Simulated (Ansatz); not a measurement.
MgS (rock salt, Fm-3m) under volume change, plane-wave PAW PBEsol (Ansatz code), scaled uniformly.

| V (Å³/atom) | E − E(relaxed) (meV/atom) | P (GPa) |
|---|---|---|
| 15.828 | 40.3 | 8.93 |
| 16.350 | 17.0 | 5.49 |
| 16.872 | ___ | ___ |
| 17.393 | 0.0 | 0.00 |
| 17.915 | 3.6 | -2.17 |
| 18.437 | ___ | ___ |
| 18.959 | 29.6 | -5.64 |

### Question
Fill in the missing entries.

### Answer

- 18.437, E − E(relaxed) (meV/atom): 13.8
- 18.437, P (GPa): -4.04
- 16.872, E − E(relaxed) (meV/atom): 4.0
- 16.872, P (GPa): 2.54

### Question
What does a third-order Birch–Murnaghan fit give for V₀, B₀ and B′?

### Answer
V₀ = 17.39 Å³/atom, B₀ = 78.1 GPa, B′ = 4.1.

Symmetry was held in the PBEsol relaxation; phonons on a q-mesh show no instability.

Potentials: the later of the program's two PAW sets.
